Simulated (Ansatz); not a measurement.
Space group P2_13 (No. 198). a = 6.246 Å, b = 6.246 Å, c = 6.246 Å, α = 90.00°, β = 90.00°, γ = 90.00°
```json
{"atom": "Al", "site": "4a", "symmetry": ".3.", "x": "0.4398", "y": "0.9398", "z": "0.5602"}
{"atom": "Cu", "site": "4a", "symmetry": ".3.", "x": "0.8086", "y": "0.3086", "z": "0.1914"}
{"atom": "Cu", "site": "12b", "symmetry": "1", "x": "0.0477", "y": "0.8754", "z": "0.7009"}
```

Equation of state of this AlCu4 structure (not necessarily the ground state), with shape and atoms relaxed at each volume where symmetry leaves them free. It has no gap at any of these volumes. All numbers below come from Ansatz, DFT r2SCAN, scalar-relativistic, plane waves, PAW.

Cutoff 500 eV; k points 6×6×6 on the computed 20-atom cell (Γ-centred); Gaussian smearing, width 0.10 eV; no spin polarisation.

```csv
V (Å³/atom),E − E(largest V) (meV/atom),P (GPa)
10.722,55.56,25.08
11.087,7.74,17.11
11.453,-23.40,10.40
11.818,-40.48,4.77
12.184,-45.76,0.01
12.550,-41.10,-3.98
12.915,-28.09,-7.33
13.402,0.00,-10.98
```

Problem. Fit a third-order Birch–Murnaghan equation to E(V).

Solution. V0 = 12.19 Å³/atom, B0 = 145 GPa, B0' = 4.7.

Cost: 8 runs of about 66 core-minutes in all, on Oxide Virtual Turin-like Processor (Zen 5) (shared hosts).